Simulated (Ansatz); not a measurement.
Ansatz input file:

```yaml
crystal:
  lattice:
    - [3.8207313182, 0.0, 0.0]
    - [0.0, 3.8207313182, 0.0]
    - [0.0, 0.0, 3.8207313182]
  atoms:
    - { symbol: Sc, position: [0.0, 0.0, 0.0] }
    - { symbol: Pd, position: [0.0, 0.5, 0.5] }
    - { symbol: Pd, position: [0.5, 0.0, 0.5] }
    - { symbol: Pd, position: [0.5, 0.5, 0.0] }
basis:
  ecutwfc: 420
kpoints:
  mp_grid: { grid: [10, 10, 10] }
hamiltonian:
  xc: pbesol
scf:
  occupations: { method: gaussian, width: 0.1 }
output:
  forces: true
  stress: true
  eigenvalues: true
```

Launched with
```bash
ansatz run input.yaml --threads 1 --pin off --max-ram 2560MiB --backend cpu --events-out ev --progress --plain --runs-dir out
```

These are results of DFT PBEsol, scalar-relativistic, plane waves, PAW (Ansatz 0.2.0), not measurements.

Abridged output (iterations and final results):

```
SCF iter   1: F=—  HF=-22834.489698 eV  |F-HF|=—  |Δ(HF+E_count)|=         —  Δρ=1.42e-2  dr2=1.48e-1  ethr=1.77e-3  ⟨swp⟩=5.3  Hψ=7555  notcnv=0
SCF iter   2: F=—  HF=-22834.471565 eV  |F-HF|=—  |Δ(HF+E_count)|=   1.81e-2  Δρ=5.18e-3  dr2=2.54e-2  ethr=2.28e-4  ⟨swp⟩=1.0  Hψ=2633  notcnv=0  defer=1
SCF iter   3: F=—  HF=-22834.468370 eV  |F-HF|=—  |Δ(HF+E_count)|=   3.20e-3  Δρ=1.43e-3  dr2=2.27e-3  ethr=3.91e-5  ⟨swp⟩=1.1  Hψ=2130  notcnv=0  defer=1
SCF iter   4: F=—  HF=-22834.467999 eV  |F-HF|=—  |Δ(HF+E_count)|=   3.71e-4  Δρ=2.77e-4  dr2=5.37e-5  ethr=3.49e-6  ⟨swp⟩=1.7  Hψ=2533  notcnv=0  defer=1
SCF iter   5: F=—  HF=-22834.467912 eV  |F-HF|=—  |Δ(HF+E_count)|=   8.66e-5  Δρ=6.08e-5  dr2=1.88e-6  ethr=8.26e-8  ⟨swp⟩=2.0  Hψ=3014  notcnv=0  defer=1
SCF iter   6: F=-22834.467912 eV  HF=-22834.467912 eV  |F-HF|=1.08e-8  |Δ(HF+E_count)|=   1.66e-7  Δρ=7.67e-6  dr2=3.11e-8  ethr=1.54e-10  ⟨swp⟩=6.2  Hψ=8416  notcnv=0
SCF 1 converged in 6 iterations: F = -22834.467912 eV  dr2 = 3.11e-8
SCF converged after 6 iterations
Free energy (F): -22834.467912 eV
Harris-Foulkes:  -22834.467912 eV  (|F-HF|=1.08e-8)
Internal energy: -22834.453192 eV  (E = F + TS)
E sigma→0 (E₀):  -22834.460552 eV
Entropy (-TS):   -0.014720 eV (-3.680 meV/atom)
Fermi energy:    20.492726 eV
--- Per-component energies (eV) ---
  E_band       = -440.661323
  E_kinetic    = 1819.627202
  E_local      = -5900.407599  (includes V_loc(G=0)·N_el)
  E_nonlocal   = 738.277371
  E_hartree    = 2390.933595
  E_xc         = -614.676196
  E_vxc        = -773.115762  (∫ρ·V_xc dr)
  E_paw        = -11987.352490  (= ΣΔE_a)
  E_vpaw       = -1106.900866  (= ΣTr[D̂ρ^β])
  E_aug_tail   = 0.000645  (compensation charges beyond the density's cutoff)
  E_ewald      = -9281.892317
  E_core_change = 1.036597  (= ΣΔE_core)
  E_smearing   = -0.014720  (= −TS)
--- Forces (eV/Å), atoms counted from 1 ---
  atom   1  Sc     0.00000000     0.00000000     0.00000000
  atom   2  Pd     0.00000000     0.00000000     0.00000000
  atom   3  Pd     0.00000000     0.00000000     0.00000000
  atom   4  Pd     0.00000000     0.00000000     0.00000000
--- Stress (GPa, compression-positive) ---
       20.059588       0.000000       0.000000
        0.000000      20.059588       0.000000
        0.000000       0.000000      20.059588
  P = ⅓ Tr σ = 20.0596 GPa (200.596 kbar)
--- Band table (eV; the first three rows and the last of 56) ---
  k-point 0: bands = ["-63.8830", "-63.8114", "-63.8114", "-29.7875", "-29.7875", "-29.7875", "-29.6165", "-29.6165", "-29.6165", "-29.4161", "-29.4161", "-29.4161", "-28.1725", "-6.9453", "-6.9453", "-6.9453", "13.0218", "14.5791", "14.7746", "14.7746", "15.0622", "15.0622", "15.0622", "17.7844", "17.7844", "17.7844", "19.3864", "19.3864", "20.1643", "20.6693", "20.6693", "20.6693", "23.8690", "23.8690", "23.9944", "23.9944", "23.9944", "25.0047", "25.0047"]
  k-point 1: bands = ["-63.8814", "-63.8129", "-63.8113", "-29.7827", "-29.7827", "-29.7819", "-29.6179", "-29.6179", "-29.6169", "-29.4254", "-29.4195", "-29.4195", "-28.1691", "-6.9532", "-6.9465", "-6.9465", "13.1539", "14.6574", "14.8385", "14.8722", "15.1079", "15.1403", "15.1403", "17.7170", "17.8204", "17.8204", "19.2980", "19.3969", "20.0760", "20.3574", "20.3574", "20.6696", "23.0842", "23.7651", "23.7651", "23.7937", "24.2268", "24.9912", "25.4816"]
  k-point 2: bands = ["-63.8769", "-63.8173", "-63.8113", "-29.7693", "-29.7693", "-29.7658", "-29.6222", "-29.6222", "-29.6181", "-29.4510", "-29.4288", "-29.4288", "-28.1602", "-6.9740", "-6.9498", "-6.9498", "13.5355", "14.8781", "15.0139", "15.1515", "15.2394", "15.3718", "15.3718", "17.5292", "17.9106", "17.9106", "19.0506", "19.4151", "19.6521", "19.6521", "19.8248", "20.6702", "21.8095", "23.3274", "23.3274", "23.5975", "24.1503", "24.9571", "26.5038"]
  k-point 55: bands = ["-63.8349", "-63.8349", "-63.8349", "-29.8277", "-29.7982", "-29.7982", "-29.7982", "-29.4977", "-29.4977", "-29.4977", "-29.3886", "-29.3886", "-28.1648", "-6.9826", "-6.9826", "-6.9826", "14.8807", "14.8807", "14.8807", "14.9684", "16.9967", "16.9967", "16.9967", "17.8655", "17.8655", "17.8655", "18.2726", "18.2726", "20.2660", "20.2660", "20.2660", "21.0808", "21.6249", "21.6249", "21.6249", "23.3512", "23.3512", "23.3512", "24.5457"]
```

Self-consistency was reached.

Time: 1.6 s on 1 thread of AMD EPYC 9R45 96-Core Processor (Zen 5), on a shared host, peak memory 0.4 GiB.